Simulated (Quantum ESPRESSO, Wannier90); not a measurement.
Wannierisation of Mo$_{2}$N (anti-anatase)

Cell from Materials Project (mp-27953), symmetrised, no further relaxation. COD (Crystallography Open Database) has an entry of this formula and space group (matched by these alone). Computed values, not measurements, from PBEsol: Quantum ESPRESSO (norm-conserving PseudoDojo potentials, cutoff 68 Ry, spinors with spin-orbit coupling) on a Γ-centred 4×4×4 mesh, then Wannier90. Density: 8×8×8 mesh, cold smearing 0.01 Ry.

```
begin unit_cell_cart
ang
    4.2555700000    0.0000000000    0.0000000000
    0.0000000000    4.2555700000    0.0000000000
   -2.1277850000   -2.1277850000    3.9750900000
end unit_cell_cart
mp_grid = 4 4 4
```

Task: Which shells of neighbouring k-points and which b-vectors and weights does Wannier90 pick for this cell and mesh?

Result: 
```
 *---------------------------------- K-MESH ----------------------------------*
 +----------------------------------------------------------------------------+
 |                    Distance to Nearest-Neighbour Shells                    |
 |                    ------------------------------------                    |
 |          Shell             Distance (Ang^-1)          Multiplicity         |
 |          -----             -----------------          ------------         |
 |             1                   0.395160                      2            |
 |             2                   0.418669                      8            |
 |             3                   0.522008                      4            |
 |             4                   0.654709                      8            |
 |             5                   0.698274                      8            |
 |             6                   0.738231                      4            |
 |             7                   0.790320                      2            |
 |             8                   0.837339                      8            |
       ... (lines left out)
 +----------------------------------------------------------------------------+
 | The b-vectors are chosen automatically                                     |
 | The following shells are used:                       1,  2                 |
 +----------------------------------------------------------------------------+
 |                        Shell   # Nearest-Neighbours                        |
 |                        -----   --------------------                        |
 |                          1               2                                 |
 |                          2               8                                 |
 +----------------------------------------------------------------------------+
 | Completeness relation is fully satisfied [Eq. (B1), PRB 56, 12847 (1997)]  |
 +----------------------------------------------------------------------------+
 |                  b_k Vectors (Ang^-1) and Weights (Ang^2)                  |
 |                  ----------------------------------------                  |
 |            No.         b_k(x)      b_k(y)      b_k(z)        w_b           |
 |            ---        --------------------------------     --------        |
 |             1         0.000000    0.000000    0.395160     1.367107        |
 |             2         0.000000    0.000000   -0.395160     1.367107        |
 |             3         0.000000    0.369115    0.197580     1.834914        |
 |             4         0.369115    0.000000    0.197580     1.834914        |
 |             5         0.000000    0.369115   -0.197580     1.834914        |
 |             6         0.369115    0.000000   -0.197580     1.834914        |
 |             7         0.000000   -0.369115   -0.197580     1.834914        |
 |             8         0.000000   -0.369115    0.197580     1.834914        |
 |             9        -0.369115    0.000000   -0.197580     1.834914        |
 |            10        -0.369115    0.000000    0.197580     1.834914        |
```
